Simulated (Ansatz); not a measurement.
Simulated powder pattern, Cu Kα, λ = 1.54184 Å (kinematic, ideal powder, no thermal factors, no anomalous dispersion; the 30 strongest lines at most, above 1 %, up to 2θ = 90°):

```csv
2θ (°),d (Å),I/Imax (%)
45.29,2.002,100
65.98,1.416,15
83.65,1.156,28
```

The pattern belongs to a structure relaxed with PBE (plane waves, PAW; program Ansatz).

### Question
Which of these materials gives this?
A) Rh, fcc (Cu type)
B) Fe, bcc (W type)
C) Ce, fcc (Cu type)
D) BN, P6_3mc (B on 2a, B on 2b, N on 2a, N on 2b)

### Answer
B, Fe, bcc (W type)

### Question
Give the lattice parameters.

### Answer
a = 2.832 Å.

Space group Im-3m (bcc (W type)). The cell was relaxed with PBE under the symmetry of its start. Magnetic state: ferromagnetic, chosen from 3 collinear starts compared on coarse meshes (ties went to the first, and starts can fall back to one state), not a proven ground state. Textbook magnetic order: ferromagnetic.

Potentials: the later of the program's two PAW sets.
